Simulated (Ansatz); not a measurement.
Ga:
```yaml
crystal:
  lattice:
    - [4.44163, 0.00000, 0.00000]
    - [-2.22081, 3.84656, 0.00000]
    - [0.00000, 0.00000, 2.77148]
  atoms:
    - { symbol: Ga, position: [0.33333, 0.66667, 0.00000] }
    - { symbol: Ga, position: [0.66667, 0.33333, 0.00000] }
```

Relaxed with PBE. Special points in fractions of this cell's reciprocal vectors: Γ (0.000, 0.000, 0.000); M (0.500, 0.000, 0.000); K (0.333, 0.333, 0.000); A (0.000, 0.000, 0.500); L (0.500, 0.000, 0.500); H (0.333, 0.333, 0.500).

Problem. List the band energies nearest the Fermi level at these points for PBE (plane waves, PAW; program Ansatz).

Solution. In eV from the Fermi level; about four levels below and three above (degenerate sets whole), none deeper than 8.9 eV; points with the same levels are listed once.

```csv
k,below,above
Γ,-1.40 -0.51 -0.51,3.25 3.25 6.20
M,-8.26 -6.67 -1.88,0.46 8.28 8.47
K,-7.40 -7.40 -3.38,4.60 4.60 6.27
A,-5.91 -3.67,2.53 2.53 2.84
L,-4.25 -2.79 -2.07 -0.43,1.23 4.63 6.32
H,-3.43 -3.43 -1.25 -1.25 -0.08,4.37 8.49 8.49
```

Space group P6/mmm. The cell is a constructed one: a structure type filled with these elements; neither database checked (COD, Materials Project) lists it. It is not the phase usual at ambient conditions (space group No. 64). Symmetry was held in the PBE relaxation; its stability against distortions is not shown here. Spin–orbit coupling is left out wherever it is not named.

Potentials: the earlier of the program's two PAW sets.
